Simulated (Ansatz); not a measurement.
Input file for Ansatz (a program for electronic structure):

Ansatz 0.2 input:
```yaml
crystal:
  lattice:
    - [-1.9084663785, 1.9084663785, 2.6980120465]
    - [1.9084663785, -1.9084663785, 2.6980120465]
    - [1.9084663785, 1.9084663785, -2.6980120465]
  atoms:
    - { symbol: Cd, position: [0.0, 0.0, 0.0] }
    - { symbol: S, position: [0.5, 0.5, 0.0] }
kpoints:
  mp_grid: { grid: [8, 8, 8] }
  band_path:
    path:
      - [[0.0, 0.0, 0.0], [0.0, 0.0, 0.5], [0.25, 0.25, 0.25], [0.0, 0.5, 0.0], [0.0, 0.0, 0.0], [0.5, 0.5, -0.5], [0.3750896181, 0.6249103819, -0.3750896181]]  # Γ-X-P-N-Γ-M-S
      - [[-0.3750896181, 0.3750896181, 0.3750896181], [0.0, 0.0, 0.0]]  # S_0-Γ
      - [[0.0, 0.0, 0.5], [-0.2501792361, 0.2501792361, 0.5]]  # X-R
      - [[0.5, 0.5, -0.2501792361], [0.5, 0.5, -0.5]]  # G-M
      - [VBM, CBM]
    npoints: 8
basis: { xc_grid: 2 }
hamiltonian:
  xc: pbesol
  pseudopotentials: { kind: paw }
magnetization: { noncollinear: true, spin_orbit: true }
scf:
  n_extra_bands: 12
  convergence: { dr2_threshold: 0.0000000001 }
  occupations: { method: gaussian, width: 0.01 }
checkpoint: { write: soc.run }
output: { eigenvalues: true }
```

Output (shortened):

```
Pseudopotential: Cd, paw_fr, valence charge 20
Pseudopotential: S, paw_fr, valence charge 6
Functional definition: PBEsol
non-collinear run that drives no moment, with spin-orbit …
Crystal: 2 atoms, lattice volume = 39.307 Å³
Basis set: ecut = 420 eV, 749 PW (Γ), exchange–correlation on 54×54×54 points (8 copies of the dense FFT grid, shifted against one another)
Bands: 38, of which v1, the nominal top of the filled ones, is band 26 counted from 1 (25 counted from 0)
Symmetry: 16 space group operations + 16 with time reversal
k-points: 59 of 512
Projection manifold: j_resolved (fully-relativistic pseudo-atomic orbitals)
SCF iter   1: F=—  HF=-9072.751292 eV  |F-HF|=—  |Δ(HF+E_count)|=         —  Δρ=2.84e-2  dr2=2.12e-1  dr2_m=0.00e0 (ungated)  ethr=3.10e-3  |M|=0.00e0 ∫|m|=0.00e0 μB  |m|>n=0.0e0 m-floor=0.0e0 τ_xc=0.0e0  β_m=0.30  ⟨swp⟩=7.2  Hψ=5393  notcnv=0  defer=62
preconditioner: auto → none
SCF iter   2: F=—  HF=-9072.708737 eV  |F-HF|=—  |Δ(HF+E_count)|=   4.26e-2  Δρ=1.62e-2  dr2=5.56e-2  dr2_m=0.00e0 (ungated)  ethr=8.16e-4  |M|=0.00e0 ∫|m|=0.00e0 μB  |m|>n=0.0e0 m-floor=0.0e0 τ_xc=0.0e0  β_m=0.44  ⟨swp⟩=2.1  Hψ=1593  notcnv=0  defer=268
SCF iter   3: F=—  HF=-9072.702259 eV  |F-HF|=—  |Δ(HF+E_count)|=   6.48e-3  Δρ=5.31e-3  dr2=4.91e-3  dr2_m=0.00e0 (ungated)  ethr=2.14e-4  |M|=0.00e0 ∫|m|=0.00e0 μB  |m|>n=0.0e0 m-floor=0.0e0 τ_xc=0.0e0  β_m=0.58  ⟨swp⟩=3.0  Hψ=1698  notcnv=0  defer=290
SCF iter   4: F=—  HF=-9072.702456 eV  |F-HF|=—  |Δ(HF+E_count)|=   1.97e-4  Δρ=3.90e-4  dr2=6.85e-5  dr2_m=0.00e0 (ungated)  ethr=1.89e-5  |M|=0.00e0 ∫|m|=0.00e0 μB  |m|>n=0.0e0 m-floor=0.0e0 τ_xc=0.0e0  β_m=0.53  ⟨swp⟩=2.0  Hψ=1185  notcnv=0  defer=290
SCF iter   5: F=—  HF=-9072.702436 eV  |F-HF|=—  |Δ(HF+E_count)|=   1.99e-5  Δρ=1.85e-4  dr2=4.49e-6  dr2_m=0.00e0 (ungated)  ethr=2.64e-7  |M|=0.00e0 ∫|m|=0.00e0 μB  |m|>n=0.0e0 m-floor=0.0e0 τ_xc=0.0e0  β_m=0.60  ⟨swp⟩=2.4  Hψ=1409  notcnv=0  defer=290
SCF iter   6: F=—  HF=-9072.702428 eV  |F-HF|=—  |Δ(HF+E_count)|=   8.10e-6  Δρ=3.31e-5  dr2=2.06e-7  dr2_m=0.00e0 (ungated)  ethr=1.73e-8  |M|=0.00e0 ∫|m|=0.00e0 μB  |m|>n=0.0e0 m-floor=0.0e0 τ_xc=0.0e0  β_m=0.80  ⟨swp⟩=2.8  Hψ=1919  notcnv=0  defer=290
SCF iter   7: F=—  HF=-9072.702425 eV  |F-HF|=—  |Δ(HF+E_count)|=   3.19e-6  Δρ=2.09e-6  dr2=6.51e-10  dr2_m=0.00e0 (ungated)  ethr=7.93e-10  |M|=0.00e0 ∫|m|=0.00e0 μB  |m|>n=0.0e0 m-floor=0.0e0 τ_xc=0.0e0  β_m=0.85  ⟨swp⟩=2.0  Hψ=1507  notcnv=0  defer=290
SCF iter   8: F=-9072.702425 eV  HF=-9072.702425 eV  |F-HF|=0.00e0  |Δ(HF+E_count)|=  3.55e-10  Δρ=1.45e-7  dr2=4.36e-12  dr2_m=0.00e0 (ungated)  ethr=1.00e-12  |M|=0.00e0 ∫|m|=0.00e0 μB  |m|>n=0.0e0 m-floor=0.0e0 τ_xc=0.0e0  ⟨swp⟩=8.6  Hψ=3915  notcnv=0
SCF 1 converged in 8 iterations: F = -9072.702425 eV  dr2 = 4.36e-12
NSCF: frozen V_eff on 30 k-points
NSCF: frozen V_eff on 30 k-points
NSCF: frozen V_eff on 30 k-points
NSCF: frozen V_eff on 30 k-points
NSCF: frozen V_eff on 24 k-points
NSCF: frozen V_eff on 18 k-points
NSCF: frozen V_eff on 30 k-points
NSCF: frozen V_eff on 6 k-points
NSCF: frozen V_eff on 25 k-points
NSCF: frozen V_eff on 30 k-points
NSCF: frozen V_eff on 6 k-points
NSCF: frozen V_eff on 30 k-points
NSCF: frozen V_eff on 6 k-points
NSCF: frozen V_eff on 85 k-points
SCF converged after 8 iterations
Magnetization: |M| = 0.0000 μB,  M = (+0.0000, +0.0000, +0.0000) μB
Absolute magnetization: 0.0000 μB (∫|m|)
  site 0: m = (+0.0000, +0.0000, +0.0000) μB, |m| = 0.0000 μB  (R = 1.11 Å)
  site 1: m = (+0.0000, +0.0000, +0.0000) μB, |m| = 0.0000 μB  (R = 1.11 Å)
Free energy (F): -9072.702425 eV
Harris-Foulkes:  -9072.702425 eV  (|F-HF|=0.00e0)
Internal energy: -9072.702425 eV  (E = F + TS)
E sigma→0 (E₀):  -9072.702425 eV
Fermi energy:    10.360987 eV
--- Per-component energies (eV) ---
  E_band       = -427.194724
  E_kinetic    = 611.861406
  E_local      = -3473.887687  (includes V_loc(G=0)·N_el)
  E_nonlocal   = 64.511348
  E_hartree    = 1611.985437
  E_xc         = -271.589172
  E_vxc        = -308.449999  (∫ρ·V_xc dr)
  E_paw        = -4600.516514  (= ΣΔE_a)
  E_vpaw       = -545.200660  (= ΣTr[D̂ρ^β])
  E_aug_tail   = 0.000014  (compensation charges beyond the density's cutoff)
  E_ewald      = -3015.473680
  E_core_change = 0.406424  (= ΣΔE_core)
  E_smearing   =  0.000000  (= −TS)
  E_closure    = 0.000000  (closes the sum)
  Σ components = -9072.702425   (vs F -9072.702425, Δ=0.00e0)
  [band-id]    e_kinetic+e_local+e_nonlocal+2·e_hartree+e_vxc+e_vpaw+e_augmentation_tail = -427.194703   (vs E_band -427.194724, Δ=2.02e-5)
--- Band table (eV; the first three rows and the last of 59) ---
  k-point 0: bands = ["-91.2088", "-91.2088", "-56.3807", "-56.3807", "-50.5366", "-50.5366", "-50.5366", "-50.5366", "-2.8260", "-2.8260", "2.1879", "2.1879", "2.1882", "2.1882", "2.8659", "2.8659", "2.8662", "2.8662", "2.8674", "2.8674", "9.3310", "9.3310", …
  k-point 1: bands = ["-91.2087", "-91.2087", "-56.3809", "-56.3809", "-50.5369", "-50.5369", "-50.5367", "-50.5367", "-2.6382", "-2.6382", "2.1586", "2.1586", "2.1901", "2.1901", "2.8103", "2.8103", "2.8588", "2.8588", "2.8957", "2.8957", "8.4512", "8.4512", …
  k-point 2: bands = ["-91.2087", "-91.2087", "-56.3812", "-56.3812", "-50.5375", "-50.5375", "-50.5371", "-50.5371", "-2.2165", "-2.2165", "2.1701", "2.1701", "2.1897", "2.1897", "2.8185", "2.8185", "2.8488", "2.8488", "2.9807", "2.9807", "7.4853", "7.4853", …
  k-point 58: bands = ["-91.2087", "-91.2087", "-56.3816", "-56.3816", "-50.5385", "-50.5385", "-50.5376", "-50.5376", "-1.8287", "-1.8287", "2.1729", "2.1729", "2.6602", "2.6602", "2.8559", "2.8559", "3.1528", "3.1528", "3.7870", "3.7870", "5.6921", …
```

Cost: about 80 core-seconds (a rough figure) on shared cores.

Space group Fm-3m (rock salt). This is a known high-pressure phase of the composition, computed here at zero pressure and temperature. The PBEsol relaxation kept the symmetry of its start; whether a distortion lowers the energy is not shown. Point labels and valley counts follow the cell and symmetry of the run, lower than the named group.

Potentials: the later of the program's two PAW sets.

Ansatz is a plane-wave DFT program.
